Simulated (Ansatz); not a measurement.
Input:

Ge:
```cif
data_Ge6
_chemical_formula_sum 'Ge6'
_space_group_name_H-M_alt 'P 1'
_space_group_IT_number 1
_cell_length_a 6.06770
_cell_length_b 6.06770
_cell_length_c 6.06770
_cell_angle_alpha 109.471
_cell_angle_beta 109.471
_cell_angle_gamma 109.471
loop_
_space_group_symop_operation_xyz
  'x, y, z'
loop_
_atom_site_label
_atom_site_type_symbol
_atom_site_fract_x
_atom_site_fract_y
_atom_site_fract_z
_atom_site_occupancy
Ge1 Ge 0.50000 0.75000 0.25000 1
Ge2 Ge 0.25000 0.50000 0.75000 1
Ge3 Ge 0.75000 0.50000 0.25000 1
Ge4 Ge 0.50000 0.25000 0.75000 1
Ge5 Ge 0.25000 0.75000 0.50000 1
Ge6 Ge 0.75000 0.25000 0.50000 1
```

This is the PBEsol-relaxed structure.

**Question.** All from the program Ansatz at the PBEsol level (PAW), unless another level is named. Predict the bulk modulus (Birch–Murnaghan fit).

**Answer.** 50.2 GPa.

**Question.** Next, the highest zone-centre frequency?

**Answer.** 264 cm⁻¹.

Space group Im-3m. The start of the workflow was typed in or built on a structure type; the Crystallography Open Database copy checked does not list it. It is not the phase usual at ambient conditions (space group No. 227). Symmetry was held in the PBEsol relaxation; of distortions, only those at the zone centre were tested. The volume moved by 22 % from the start of the relaxation. As this level gives no gap, phonon frequencies hold no LO–TO term and depend on the k-mesh and smearing (Fermi–Dirac, 0.1 eV here).

Potentials: the later of the program's two PAW sets.
